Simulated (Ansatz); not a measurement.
SiC:
```cif
data_C3Si3
_chemical_formula_sum 'Si3 C3'
_space_group_name_H-M_alt 'P6222'
_space_group_IT_number 180
_space_group_name_Hall 'P 62 2 (0 0 4)'
_cell_length_a 3.06578
_cell_length_b 3.06578
_cell_length_c 7.03111
_cell_angle_alpha 90.000
_cell_angle_beta 90.000
_cell_angle_gamma 120.000
loop_
_atom_site_label
_atom_site_type_symbol
_atom_site_symmetry_multiplicity
_atom_site_Wyckoff_symbol
_atom_site_fract_x
_atom_site_fract_y
_atom_site_fract_z
_atom_site_occupancy
Si1 Si 3 d 0.50000 0.00000 0.50000 1
C1 C 3 c 0.50000 0.00000 0.00000 1
```

Relaxed with PBEsol.

Question: Give the optical modes at the zone centre with their infrared activity from DFPT, PBEsol (plane waves, PAW; program Ansatz).

Answer: Transverse frequencies, without the LO–TO term; a row sums one degenerate level.

| ω (cm⁻¹) | degeneracy | IR ((D/Å)²/amu) | activity | symmetry |
|---|---|---|---|---|
| 236 | 2 | 14.18 | IR | E1 |
| 240 | 1 | 0.00 | IR-inactive | B1 |
| 271 | 1 | 0.00 | IR-inactive | B2 |
| 471 | 1 | 0.00 | IR-inactive | B1 |
| 545 | 2 | 0.00 | IR-inactive | E2 |
| 577 | 2 | 77.77 | IR | E1 |
| 699 | 1 | 78.53 | IR | A2 |
| 737 | 2 | 88.76 | IR | E1 |
| 821 | 1 | 0.00 | IR-inactive | B2 |
| 837 | 2 | 0.00 | IR-inactive | E2 |

Question: How high does the top mode go among those that the LO–TO term moves?

Answer: 873 cm⁻¹ for q along x, 873 cm⁻¹ for q along y, 864 cm⁻¹ for q along z.

Space group P6_222. The start of the workflow was typed in or built on a structure type; neither database checked (COD, Materials Project) lists it. It is not the phase usual at ambient conditions (space group No. 186, 216). Symmetry was held in the PBEsol relaxation; phonons on a q-mesh show no instability. Its formation energy is positive at this level, so the cell may be metastable or incomplete.

Potentials: the later of the program's two PAW sets.
